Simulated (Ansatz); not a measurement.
YSi2Au2:
```
YSi2Au2
1.0
   -2.12571     2.12571     5.08363
    2.12571    -2.12571     5.08363
    2.12571     2.12571    -5.08363
Y Si Au
1 2 2
Direct
  0.00000   0.00000   0.00000
  0.38737   0.38737   0.00000
  0.61263   0.61263   0.00000
  0.25000   0.75000   0.50000
  0.75000   0.25000   0.50000
```

Relaxed with r²SCAN. Special points in fractions of this cell's reciprocal vectors: Γ (0.000, 0.000, 0.000); X (0.000, 0.000, 0.500); P (0.250, 0.250, 0.250); N (0.000, 0.500, 0.000); M (0.500, 0.500, -0.500); S (0.294, 0.706, -0.294); S0 (-0.294, 0.294, 0.294); R (-0.087, 0.087, 0.500); G (0.500, 0.500, -0.087).

Task: List the band energies nearest the Fermi level at these points for r²SCAN in the plane-wave PAW code Ansatz.

Result: In eV from the Fermi level; about four levels below and three above (degenerate sets whole), none deeper than 8.9 eV; points with the same levels are listed once.

```json
[
 {"k": "Γ", "below": "-3.59 -2.28 -2.28 -1.01", "above": "0.21 0.21 1.13"},
 {"k": "X", "below": "-3.52 -2.86 -2.67 -2.36", "above": "2.22 2.57 2.91"},
 {"k": "P", "below": "-3.14 -3.14 -2.61 -2.61", "above": "1.84 2.95 3.28 3.28"},
 {"k": "N", "below": "-5.71 -5.05 -3.38 -1.67", "above": "0.12 0.65 1.74"},
 {"k": "M", "below": "-2.52 -2.52 -1.21 -0.67", "above": "1.73 2.27 2.38 2.38"},
 {"k": "S", "below": "-5.43 -1.88 -1.71 -1.11", "above": "1.29 1.59 2.03"},
 {"k": "R", "below": "-3.11 -2.85 -2.17 -2.02", "above": "2.18 2.44 2.81"}
]
```

Space group I4/mmm. The first step of the workflow began from a Materials Project structure, measured or hypothetical; the Crystallography Open Database copy checked does not list it. Its standing as an ambient phase is unchecked. Symmetry was held in the r²SCAN relaxation; whether a distortion lowers the energy is not shown. No spin polarisation was allowed. Scalar-relativistic: spin–orbit coupling is off unless named, which matters more the heavier the elements.

Potentials: the earlier of the program's two PAW sets.
